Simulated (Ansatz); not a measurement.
GaN:
```xyz
2
Lattice="0.0000 2.2489 2.2489 2.2489 0.0000 2.2489 2.2489 2.2489 0.0000" Properties=species:S:1:pos:R:3 pbc="T T T"
N      3.3733     3.3733     3.3733
Ga     0.0000     0.0000     0.0000
```

This is the r²SCAN-relaxed structure. Cartesian axes are those of the cell as given.

**Question.** All from r²SCAN (plane waves, PAW; program Ansatz), unless another level is named. Give the Young's modulus.

**Answer.** 284 GPa.

**Question.** Predict the piezoelectric stress constants (proper, relaxed ions, C/m²).

**Answer.** e14 = e25 = e36 = -0.35.

Space group F-43m (zinc blende). The cell was relaxed with r²SCAN under the symmetry of its start.

Potentials: the later of the program's two PAW sets.
